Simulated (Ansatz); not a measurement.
AlP:
```xyz
2
Lattice="0.0000 2.7539 2.7539 2.7539 0.0000 2.7539 2.7539 2.7539 0.0000" Properties=species:S:1:pos:R:3 pbc="T T T"
P      4.1308     4.1308     4.1308
Al     0.0000     0.0000     0.0000
```

Relaxed with PBE.

**Question.** Tabulate the valence density and the electron localisation function along the shortest P–Al contact (2.38 Å), PBE in the plane-wave PAW code Ansatz.

**Answer.** 

| distance from P (Å) | density (e/Å³) | ELF |
|---|---|---|
| 0.24 | 0.17 | 0.00 |
| 0.36 | 0.37 | 0.07 |
| 0.48 | 0.61 | 0.45 |
| 0.60 | 0.78 | 0.77 |
| 0.72 | 0.83 | 0.89 |
| 0.83 | 0.78 | 0.93 |
| 0.95 | 0.68 | 0.94 |
| 1.07 | 0.58 | 0.94 |
| 1.19 | 0.51 | 0.94 |
| 1.31 | 0.44 | 0.94 |
| 1.43 | 0.39 | 0.93 |
| 1.55 | 0.32 | 0.89 |
| 1.67 | 0.25 | 0.74 |
| 1.79 | 0.17 | 0.32 |
| 1.91 | 0.11 | 0.06 |
| 2.03 | 0.08 | 0.02 |
| 2.15 | 0.07 | 0.06 |

The density is the valence pseudo-density with augmentation charge, so density and ELF within about 1 Å of a nucleus are not all-electron values.

Space group F-43m (zinc blende). The cell was relaxed with PBE under the symmetry of its start; phonons on a q-mesh show no instability.

Potentials: the later of the program's two PAW sets.
